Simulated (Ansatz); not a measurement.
HfO2 (started from an entry of an open crystallographic database), relaxed with r2SCAN, was run in the plane-wave code Ansatz under altered settings. All numbers are computed, without spin polarisation but where a row says otherwise.

```
Hf O
1.0
     0.00000    2.52918    2.52918
     2.52918    0.00000    2.52918
     2.52918    2.52918    0.00000
Hf O
1 2
Direct
  0.00000 0.00000 0.00000
  0.25000 0.25000 0.25000
  0.75000 0.75000 0.75000
```

The base run's other keys:
```yaml
kpoints:
  mp_grid: { grid: [4, 4, 4] }
hamiltonian:
  xc: hse06
scf:
  occupations: { method: fixed }
  n_extra_bands: 4
```

It takes 17 iterations with 609 plane waves at 420 eV and 8 k points, and leaves a mean stress of -0.36 GPa. The gap over this mesh is 5.409 eV. It ran on 4 threads of Arm Neoverse N1, on a shared host.

Outcomes, with energy and stress as changes against the base:
```tsv
setting	outcome	ΔF (meV/atom)	Δ mean stress (GPa)	gap on the mesh (eV)	iterations	wall time
PBE hybrid, exx coeff 0.15, omega 0.1 1/Å	converged	–	+2.4	4.972	11	8.6 s
PBE hybrid, exx coeff 0.05, omega 0.1 1/Å	converged	–	+5.0	4.187	11	8 s
PBE hybrid, exx coeff 0.35, omega 0.3 1/Å	converged	–	-2.1	5.714	15	9.9 s
hamiltonian.xc: wpbeh	converged	–	+1.3	5.369	16	9.7 s
scf.occupations: fermi_dirac 0.001	converged	0.0	0.0	5.409	17	9.9 s
```
A dash marks a value that wasn't obtained or can't be compared. Stress is positive in compression. The base took 9.9 s.

- PBE hybrid, exx coeff 0.15, omega 0.1 1/Å. That is 15 % exact exchange, screened with ω = 0.1 1/Å, against HSE06's 25 % screened at 0.208 1/Å. The mean stress moves by +2.4 GPa and the gap on the mesh by -0.437 eV (to 4.972). Totals of different functionals aren't comparable. The program warns that on this mesh the truncation of the exchange isn't bounded, so part of the change can be an error of the mesh.
- PBE hybrid, exx coeff 0.05, omega 0.1 1/Å. That is 5 % exact exchange, screened with ω = 0.1 1/Å, against HSE06's 25 % screened at 0.208 1/Å. The mean stress moves by +5.0 GPa and the gap on the mesh by -1.222 eV (to 4.187). Totals of different functionals aren't comparable. The program warns that on this mesh the truncation of the exchange isn't bounded, so part of the change can be an error of the mesh.
- PBE hybrid, exx coeff 0.35, omega 0.3 1/Å. That is 35 % exact exchange, screened with ω = 0.3 1/Å, against HSE06's 25 % screened at 0.208 1/Å. The mean stress moves by -2.1 GPa and the gap on the mesh by +0.305 eV (to 5.714). Totals of different functionals aren't comparable.
- hamiltonian.xc: wpbeh. The mean stress moves by +1.3 GPa and the gap on the mesh by -0.040 eV (to 5.369). It's another functional on the same cell, so totals aren't comparable.

Within 1 meV an atom, 0.1 GPa and 0.005 eV of the base stay: scf.occupations: fermi_dirac 0.001.

No spin-orbit coupling is included; it can move band edges with weight on the heavy atoms by tenths of an eV.

The stress of a hybrid is loosely converged in these runs.

The meshes of the hybrids are coarse, so their gaps aren't converged to the digits shown.
